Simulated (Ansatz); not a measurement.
Consider the following.

S:
```xyz
24
Lattice="4.6843 0.0000 0.0000 0.0000 9.1084 0.0000 0.0000 0.0000 14.7762" Properties=species:S:1:pos:R:3 pbc="T T T"
S      0.0286     2.9031    13.1028
S      4.6557     6.2053     1.6734
S      4.6557     6.2053    13.1028
S      0.0286     2.9031     1.6734
S      2.3708     1.6511     9.0615
S      2.3136     7.4573     5.7147
S      2.3136     7.4573     9.0615
S      2.3708     1.6511     5.7147
S      2.3422     4.5542     4.0435
S      2.3422     4.5542    10.7327
S      0.0000     0.0000     3.3446
S      0.0000     0.0000    11.4316
S      1.1009     6.6172     0.0000
S      3.5834     2.4912     0.0000
S      3.4431     7.0454     7.3881
S      1.2412     2.0630     7.3881
S      3.5600     7.8949    12.6616
S      1.1243     1.2135     2.1146
S      1.1243     1.2135    12.6616
S      3.5600     7.8949     2.1146
S      1.2179     5.7677     9.5027
S      3.4664     3.3407     5.2735
S      3.4664     3.3407     9.5027
S      1.2179     5.7677     5.2735
```

This is the PBEsol-relaxed structure. x, y and z are the axes in which the lattice vectors are written.

All from plane-wave PAW PBEsol (Ansatz code), unless another level is named. Give the smallest direct gap on the standard path.

2.17 eV.

And the band gap?

1.99 eV (indirect).

Next, the valence-band maximum?

on the Γ–X line, 67 % of the way from Γ (k = 0.333, 0.000, 0.000).

Predict the conduction-band minimum.

at Γ.

Space group Pnnm (S12-ring). The workflow started from a Materials Project entry (that database holds measured and hypothetical structures alike); the Crystallography Open Database files this formula in space group No. 58, but the cells were not matched. It is not the phase usual at ambient conditions (space group No. 70). The PBEsol relaxation kept the symmetry of its start; whether a distortion lowers the energy is not shown. A crystal of weakly bound molecules computed without a dispersion correction: the cell and the soft elastic constants depend strongly on that.

Potentials: the later of the program's two PAW sets.
